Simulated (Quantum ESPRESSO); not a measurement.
**Kohn-Sham bands of Se (P3₁21)**

```xyz
3
Lattice="4.5048 0.0000 0.0000 -2.2524 3.9013 0.0000 0.0000 0.0000 4.9788" Properties=species:S:1:pos:R:3 pbc="T T T"
Se     0.9816     0.0000     1.6596
Se    -0.4908     0.8501    -1.6596
Se    -0.4908    -0.8501     0.0000
```

Materials Project entry mp-14; symmetrised, unrelaxed at this level. COD (Crystallography Open Database) has the formula in 4 space groups, this one among them (matched by group alone). Level: PBEsol, no spin polarisation, no spin-orbit coupling; pw.x of Quantum ESPRESSO at 69 Ry with PseudoDojo potentials, 6×6×6 k-points, Wannier90. Density: 12×12×6 mesh, cold smearing 0.01 Ry. The cell is built of weakly bound layers, chains or molecules, whose nearest atoms lie 3.56 Å apart. Database cells relaxed without dispersion often hold them too far apart, which can enlarge gaps and weakens couplings between them; spacing and stacking were not compared with the measured crystal. Spin-orbit coupling, left out, would split the p-like bands by a few tenths of an eV.

The lattice is scaled uniformly by ε, fractional positions fixed (axis ratios and free coordinates are held, so this isn't the response to pressure); Kohn-Sham values from pw.x, the row at -1.0 % withheld:

```
ε (%)  gap (eV)  width of the top valence group (eV)  direct gap at Γ (eV)  direct gap at K (eV)
-----  --------  -----------------------------------  --------------------  --------------------
-3.0      1.132                                6.315                 2.532                 4.787
-1.0          ?                                    ?                     ?                     ?
0.0       1.037                                5.645                 2.279                 4.286
1.0       1.009                                5.441                 2.200                 4.124
3.0       0.955                                5.059                 2.049                 3.811
```

Problem. Fit y = y₀ + bε + cε² to the rows at -3.0, 0 and 3.0 %, check it on the fourth row, and predict the withheld one.

Solution. 
- gap (eV): b = (0.955 − 1.132)/6 = -0.0295, c = (0.955 + 1.132 − 2×1.037)/18 = 0.00072. Check at 1.0 %: 1.008 for 1.009. Prediction 1.067; the run gives 1.067.
- width of the top valence group (eV): b = (5.059 − 6.315)/6 = -0.2093, c = (5.059 + 6.315 − 2×5.645)/18 = 0.00467. Check at 1.0 %: 5.440 for 5.441. Prediction 5.859; the run gives 5.859.
- direct gap at Γ (eV): b = (2.049 − 2.532)/6 = -0.0805, c = (2.049 + 2.532 − 2×2.279)/18 = 0.00128. Check at 1.0 %: 2.200 for 2.200. Prediction 2.361; the run gives 2.360.
- direct gap at K (eV): b = (3.811 − 4.787)/6 = -0.1627, c = (3.811 + 4.787 − 2×4.286)/18 = 0.00144. Check at 1.0 %: 4.125 for 4.124. Prediction 4.450; the run gives 4.451.
